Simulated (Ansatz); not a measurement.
Starting cell, B (space group R-3m):

```
CELL_PARAMETERS angstrom
      2.42047     1.39746     4.13138
     -2.42047     1.39746     4.13138
      0.00000    -2.79491     4.13138
ATOMIC_POSITIONS crystal
  B  0.01046 0.65431 0.01046
  B  0.98954 0.34569 0.98954
  B  0.01046 0.01046 0.65431
  B  0.98954 0.98954 0.34569
  B  0.65431 0.01046 0.01046
  B  0.34569 0.98954 0.98954
  B  0.22147 0.62999 0.22147
  B  0.77853 0.37001 0.77853
  B  0.22147 0.22147 0.62999
  B  0.77853 0.77853 0.37001
  B  0.62999 0.22147 0.22147
  B  0.37001 0.77853 0.77853
```

The atoms are displaced by Q × the pattern below (from a DFPT mode at Γ, largest move 1; Q in Å), at fixed cell.

```
atom       x       y      z
----  ------  ------  -----
B1    -0.500  -0.866  0.000
B2     0.500   0.866  0.000
B3     1.000   0.000  0.000
B4    -1.000   0.000  0.000
B5    -0.500   0.866  0.000
B6     0.500  -0.866  0.000
B7     0.250   0.433  0.000
B8    -0.250  -0.433  0.000
B9    -0.500   0.000  0.000
B10    0.500   0.000  0.000
B11    0.250  -0.433  0.000
B12   -0.250   0.433  0.000
```

The numbers are results of LDA (plane waves to 420 eV, PAW, scalar-relativistic; Ansatz, a program for electronic structure), not measurements. k mesh 7×7×7 (Γ-centred), Fermi-Dirac smearing 0.05 eV. B was relaxed with its symmetry unable to fall. 

| Q (Å) | −dE/dQ from forces (eV/Å) |
|---|---|
| -0.180 | 30.279 |
| -0.150 | 25.121 |
| -0.120 | 19.971 |
| -0.090 | 14.893 |
| -0.060 | 9.884 |
| -0.030 | 4.928 |
| 0.000 | 0.000 |
| 0.030 | -4.928 |
| 0.060 | -9.884 |
| 0.090 | -14.893 |
| 0.120 | -19.971 |
| 0.150 | -25.121 |
| 0.180 | -30.279 |

**Question.** What harmonic wavenumber does the curvature at Q = 0 give?

**Answer.** 742 cm⁻¹. E″ = 164.11 eV/Å², M = Σ mᵢ|uᵢ|² = 81.1 u, ν̃ = 521.5·√(|E″|/M).

(For displaced atoms, the force is minus the slope of the energy, and its curvature is a force constant, which sets phonon frequencies.)
